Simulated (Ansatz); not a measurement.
The relaxed structure here is a generated cell of Ba: the first start was made by placing the elements on the sites of a structure type, and the end was not matched to a known phase here, so it may be hypothetical. Known forms of Ba include space group No. 229.

One starting cell of Ba (a generated cell, Ba built in the diamond structure type) was relaxed twice with Ansatz (plane waves, PAW, scalar-relativistic): with r2SCAN at 500 eV and with PBE at 420 eV. The r2SCAN result:

```
CELL_PARAMETERS angstrom
      0.00000     3.78473     3.78473
      3.78473     0.00000     3.78473
      3.78473     3.78473     0.00000
ATOMIC_POSITIONS crystal
  Ba 0.75000 0.75000 0.75000
  Ba 0.50000 0.50000 0.50000
```

```csv
quantity,r2SCAN,PBE
space group,Fd-3m,Fd-3m
volume (Å³/atom),54.21,56.64
a (Å),7.569,7.681
"gap (eV, no spin-orbit coupling)",0.00,0.00
```

Both levels end in the same structure; PBE's volume is 4.5 % larger. Neither column is exact.

No spin polarisation in the result.

The run could not lower the symmetry of its start; a shaken copy of this end point relaxes with r2SCAN to I4/mmm (No. 139) at a tolerance of 0.01 Å, Im-3m (No. 229) at 0.1 Å, 0.86 eV/atom lower.

Ansatz is a first-principles code.
